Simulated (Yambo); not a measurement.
Optical response of LiNbF6

```
CELL_PARAMETERS angstrom
      2.55732     1.47647     4.55700
     -2.55732     1.47647     4.55700
      0.00000    -2.95293     4.55700
ATOMIC_POSITIONS crystal
  Li 0.50000 0.50000 0.50000
  F  0.24675 0.87185 0.63645
  F  0.75325 0.12815 0.36355
  F  0.87185 0.63645 0.24675
  F  0.12815 0.36355 0.75325
  F  0.63645 0.24675 0.87185
  F  0.36355 0.75325 0.12815
  Nb 0.00000 0.00000 0.00000
```

Yambo, RPA with local fields on LDA bands; 4×4×4 mesh, 89 bands, 3 Ry local-field block, 0.2 eV broadening; field along x.

| E (eV) | Im ε | Re ε | Im ε, independent particles |
|---|---|---|---|
| 0.0 | 0.00 | 2.35 | 0.00 |
| 0.4 | 0.00 | 2.35 | 0.00 |
| 0.8 | 0.00 | 2.35 | 0.01 |
| 1.1 | 0.01 | 2.36 | 0.01 |
| 1.5 | 0.01 | 2.38 | 0.02 |
| 1.9 | 0.01 | 2.39 | 0.02 |
| 2.2 | 0.01 | 2.42 | 0.03 |
| 2.6 | 0.02 | 2.44 | 0.04 |
| 3.0 | 0.02 | 2.48 | 0.06 |
| 3.4 | 0.03 | 2.52 | 0.07 |
| 3.8 | 0.03 | 2.58 | 0.10 |
| 4.1 | 0.05 | 2.65 | 0.15 |
| 4.5 | 0.06 | 2.75 | 0.24 |
| 4.9 | 0.10 | 2.89 | 0.45 |
| 5.2 | 0.21 | 3.12 | 1.22 |
| 5.6 | 0.59 | 3.30 | 4.47 |
| 6.0 | 0.84 | 3.20 | 5.64 |
| 6.4 | 1.28 | 3.16 | 3.19 |
| 6.8 | 1.39 | 2.81 | 1.91 |
| 7.1 | 1.82 | 2.77 | 1.05 |
| 7.5 | 1.72 | 1.17 | 0.48 |
| 7.9 | 0.62 | 1.54 | 0.34 |
| 8.2 | 0.32 | 1.98 | 0.28 |
| 8.6 | 0.27 | 2.42 | 0.34 |
| 9.0 | 0.39 | 2.84 | 0.58 |
| 9.4 | 0.82 | 3.36 | 1.49 |
| 9.8 | 1.40 | 3.16 | 2.87 |
| 10.1 | 1.76 | 3.04 | 3.58 |
| 10.5 | 2.09 | 3.10 | 3.86 |
| 10.9 | 2.63 | 2.78 | 3.22 |
| 11.2 | 3.34 | 2.54 | 2.20 |
| 11.6 | 3.69 | 0.41 | 1.19 |
| 12.0 | 2.10 | 0.01 | 0.77 |
| 12.4 | 1.69 | 0.44 | 0.77 |
| 12.8 | 1.43 | 0.41 | 0.81 |
| 13.1 | 0.96 | 0.46 | 0.66 |
| 13.5 | 0.87 | 0.91 | 0.73 |
| 13.9 | 1.06 | 0.93 | 0.87 |
| 14.2 | 1.14 | 0.90 | 0.96 |
| 14.6 | 0.98 | 0.81 | 0.90 |
| 15.0 | 0.90 | 0.88 | 0.81 |
| 15.4 | 0.83 | 0.86 | 0.80 |
| 15.8 | 0.76 | 0.94 | 0.87 |
| 16.1 | 0.71 | 1.00 | 0.83 |
| 16.5 | 0.72 | 1.07 | 0.83 |
| 16.9 | 0.71 | 1.12 | 0.88 |
| 17.2 | 0.77 | 1.14 | 0.96 |
| 17.6 | 0.75 | 1.15 | 0.94 |
| 18.0 | 0.79 | 1.18 | 0.97 |
| 18.4 | 0.83 | 1.13 | 1.03 |
| 18.8 | 0.80 | 1.15 | 1.00 |
| 19.1 | 0.91 | 1.16 | 1.14 |
| 19.5 | 0.86 | 1.15 | 1.10 |
| 19.9 | 0.95 | 1.11 | 1.17 |

Peak heights and small wiggles depend on the k mesh. Convergence of the RPA response with its 4×4×4 mesh was not tested. No excitonic effects at this level.

Spin-orbit coupling is not included.

Geometry of the Materials Project entry, not relaxed at this level.

The structure is a Materials Project entry; no match was found in the copy of COD used, and its stability was not checked.
